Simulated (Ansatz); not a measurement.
# 33S NMR of the central transition in KPPbS4

Cell: an entry of the Crystallography Open Database (COD), its atoms then relaxed with PBE in this cell.

Space group Pnma (No. 62); a = 17.0450, b = 6.6600, c = 6.4730 Å.

| site | Wyckoff | site symmetry | x | y | z |
| --- | --- | --- | --- | --- | --- |
| K | 4c | .m. | 0.2895 | 0.2500 | 0.5148 |
| P | 4c | .m. | 0.0981 | 0.2500 | 0.2193 |
| Pb | 4c | .m. | 0.0208 | 0.2500 | 0.7138 |
| S13 | 4c | .m. | 0.9792 | 0.2500 | 0.1522 |
| S17 | 8d | 1 | 0.1228 | 0.0028 | 0.3973 |
| S25 | 4c | .m. | 0.1656 | 0.2500 | 0.9578 |

One atom of each set is listed.

All values are calculated (Ansatz; DFT, PBE, plane waves and PAW, scalar-relativistic, 420 eV cutoff, Γ-centred 2×4×5 k-points, Fermi–Dirac smearing 0.02 eV), not measured.

33S has I = 3/2 and Q = -69.40 mb (Pyykkö 2018); at 35.2 T its Larmor frequency is ν₀ = 115.2 MHz. Only the quadrupole interaction is simulated: positions count from each site's isotropic chemical shift, and shift anisotropy, dipolar and J coupling are left out.

Question: Simulate the second-order pattern (static powder, Gaussian broadening 30 kHz) of site S17 (1 P at 2.05 Å; also 2 Pb at 3.06–3.15 Å, 1 K at 3.35 Å).

Answer: The calculation gives C_Q = -28.3 MHz and η = 0.06, so ν_Q = 14.2 MHz and the centre of gravity lies at -1515 ppm (-175 kHz).

offset (kHz), height and a bar:
```
   -679.3          0 
   -651.5          1 
   -623.8         21 ######
   -596.0         64 ###################
   -568.3         87 ##########################
   -540.5        100 ##############################
   -512.8         74 ######################
   -485.0         59 ##################
   -457.3         52 ################
   -429.5         47 ##############
   -401.8         44 #############
   -374.0         41 ############
   -346.3         39 ############
   -318.5         38 ###########
   -290.8         36 ###########
   -263.0         35 ###########
   -235.3         35 ##########
   -207.5         34 ##########
   -179.8         33 ##########
   -152.0         33 ##########
   -124.3         33 ##########
    -96.5         33 ##########
    -68.8         33 ##########
    -41.0         33 ##########
    -13.3         32 #########
     14.5         26 ########
     42.2         26 ########
     70.0         27 ########
     97.7         28 ########
    125.5         29 #########
    153.2         31 #########
    181.0         34 ##########
    208.7         37 ###########
    236.5         42 #############
    264.2         51 ###############
    292.0         74 ######################
    319.7         87 ##########################
    347.5         26 ########
    375.2          1 
    402.9          0
```

At S17 V_zz points along its bond to P (within 2°).
